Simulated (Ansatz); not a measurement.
## BaSiGe: start and end of a relaxation

A trial structure of BaSiGe was built thus: sheets of the LaSi2 type as a bilayer (elements of the layers in order: BaSiGe (LaSi2 type), BaSiGe (LaSi2 type)). A sheet's type names the database crystal that the layer was cut from. Its size is a rough estimate.

Only a and b repeat, and vacuum parts the sheet from its images along c. Symmetry isn't written into the files.

POSCAR.start

```
Ba Si Ge
1.0
     4.43063    0.00000    0.00000
     0.00000    4.43063    0.00000
     0.00000    0.00000   23.00000
Ba Si Ge
2 2 2
Direct
  0.00000 0.00000 0.37412
  0.50000 0.50000 0.62588
  0.50000 0.50000 0.32338
  0.00000 0.00000 0.67662
  0.50000 0.50000 0.42957
  0.00000 0.00000 0.57043
```

These are results of Ansatz, DFT PBE+D3(BJ), scalar-relativistic, plane waves, PAW, not measurements. Cutoff 420 eV, Gaussian smearing, Γ-centred meshes. In-plane cell and atoms relax first on a coarse mesh and then on a finer one. In metals the finer mesh still leaves noise of several meV/atom or more. The steps can't lower the symmetry of their start. No spin polarisation.

POSCAR.end

```
Ba Si Ge
1.0
     4.65713    0.00000    0.00000
     0.00000    4.65713    0.00000
     0.00000    0.00000   40.04903
Ba Si Ge
2 2 2
Direct
  0.00000 0.00000 0.21634
  0.50000 0.50000 0.35796
  0.50000 0.50000 0.21784
  0.00000 0.00000 0.35646
  0.50000 0.50000 0.27434
  0.00000 0.00000 0.29995
```

The symmetry stays p4/nmm (No. 64). The area per atom grows by 10.5 %, from 3.3 to 3.6 Å². The shortest distance goes from 2.44 Å (Si–Ge) to 2.26 Å (Si–Ge). The energy falls by about 0.37 eV/atom (the start's value is from the coarse mesh). The program sets the height of the box itself, so the height of the cell differs between start and end.

```
Layer group                              : p4/nmm (No. 64)
In-plane cell                            : a = 4.657 Å, b = 4.657 Å, γ = 90.0°
Area per atom                            : 3.61 Å²
Thickness between the outermost nuclei   : 5.67 Å
Energy over the elements                 : +0.12 eV/atom
Gap on the 8×8×1 mesh of the 6-atom cell : 0 eV (the bands overlap slightly)
```

Energies over the elements count from the elements' standard structures at the same level, with no fitted energy shifts. It can't be a ground state, since the elements alone are lower.

The last run used Gaussian smearing of 0.10 eV. The zero gap may come from the functional, which often closes small gaps, or the cell may be a true semimetal. Symmetry constrained the relaxation, so the result can be a saddle point. In all, the 3 runs took 7.6 min on 1 thread of Arm Neoverse V1, with other jobs on the host.
